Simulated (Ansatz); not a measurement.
## What a change of settings does: MnHg

First run: DFT, PBE, PAW with Ansatz's default frozen-core files, scalar-relativistic (Ansatz 0.2.0).

Command: `ansatz run input.yaml --threads 1 --pin off --max-ram 3072MiB --backend cpu --events-out ev --progress --plain --runs-dir out` It took 41 s on 1 thread of Arm Neoverse N1, on a shared host, peak memory 0.5 GiB.

```yaml
crystal:
  lattice:
    - [3.315, 0.0, 0.0]
    - [0.0, 3.315, 0.0]
    - [0.0, 0.0, 3.315]
  atoms:
    - { symbol: Mn, position: [0.47, 0.47, 0.47], spin: 4.0 }
    - { symbol: Hg, position: [0.03, 0.03, 0.03] }
magnetization:
  spin_polarized: true
kpoints:
  mp_grid: { grid: [9, 9, 9] }
scf:
  occupations: { method: fermi_dirac, width: 0.05 }
hamiltonian:
  xc: pbe
  pseudopotentials: { kind: paw }
output:
  forces: true
  stress: true
  eigenvalues: true
  efg: { contact_densities: true }
  populations: true
  write_density: true
  write_potential: true
  elf: true
  volumetric_format: npy
```

The cell is entry 1522376 of the Crystallography Open Database, unrelaxed.

This run: one bond, the shortest of the undistorted cell, set to 2.526 Å.

It converges in 10 SCF iterations at a pressure of 3.85 GPa, largest force 1.470 eV/Å, cell moment 3.80 μB, cutoff 420 eV.

The input is then changed:

```diff
   populations: true
-  write_density: true
-  write_potential: true
-  elf: true
-  volumetric_format: npy
+accuracy: high
```

**Question.** Predict the outcome of the changed run.

**Answer.** It converges in 13 SCF iterations at a pressure of 3.85 GPa, largest force 1.470 eV/Å, cell moment 3.80 μB, cutoff 420 eV, free energy 0.0 meV/atom against the first run's.
